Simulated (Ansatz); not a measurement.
Starting cell, BiRh (NiAs type):

```xyz
4
Lattice="4.1112 0.0000 0.0000 -2.0556 3.5604 0.0000 0.0000 0.0000 5.6365" Properties=species:S:1:pos:R:3 pbc="T T T"
Bi     0.0000     2.3736     1.4091
Bi     2.0556     1.1868     4.2274
Rh     0.0000     0.0000     2.8182
Rh     0.0000     0.0000     0.0000
```

In each cell atom 2 (Bi, nearest neighbour Rh at 2.760 Å; its periodic images, 4.1 Å or more away, move with it) moves by s·(0.577, 0.577, 0.577) (along Cartesian [111]), the rest being held.

Calculation: PBEsol (plane waves to 420 eV, PAW, scalar-relativistic; Ansatz, an electronic-structure program). k mesh 11×11×7 (Γ-centred), Fermi-Dirac smearing 0.05 eV. E stands for the smeared free energy. Compression counts positive. With partly filled bands, energies and forces of such displacements shift with the k mesh and the smearing. F∥ is the force on the atom along that direction. F⊥ is the part of the force across the line. BiRh is run without spin polarisation. BiRh was relaxed with its symmetry unable to fall. Spin-orbit coupling is left out, though Bi is heavy. The zero of ΔE is the undisplaced structure.

```csv
s (Å),ΔE (meV/cell),P (GPa),F∥ (eV/Å),|F⊥| (eV/Å)
-0.550,1810,12.0,8.895,2.192
-0.440,1016,7.0,5.737,1.235
-0.330,512,3.7,3.567,0.638
-0.220,208,1.5,2.039,0.277
-0.110,48,0.4,0.907,0.076
0.000,0,0.0,0.000,0.000
0.110,45,0.3,-0.816,0.056
0.220,180,1.4,-1.646,0.253
0.330,411,3.0,-2.566,0.626
0.440,750,5.4,-3.637,1.224
0.550,1218,8.6,-4.915,2.120
```

Read from the data:

```
Item                                                                                                                                                   Result
--------------------------------------------------------  ---------------------------------------------------------------------------------------------------
Energy at s = 0.550 Å                                                                                                                           1218 meV/cell
Force along the line at s = -0.550 Å                                                                                                                8.90 eV/Å
Symmetry of the curve                                                                                     not even: the negative side lies higher at ±0.550 Å
Shape of the curve                                                                             a single well with its minimum at or next to zero displacement
Force constant k = d²E/ds² at s = 0 (finite differences)                                                                                           7.65 eV/Å²
Harmonic estimate at the end of the scan                  ½ks² = 1158 meV/cell against the computed 1218 meV/cell, so the well is stiffer than harmonic there
```

(A displaced cell: forces are minus the slopes of the energy, force constants its curvatures, and phonons follow from these.)
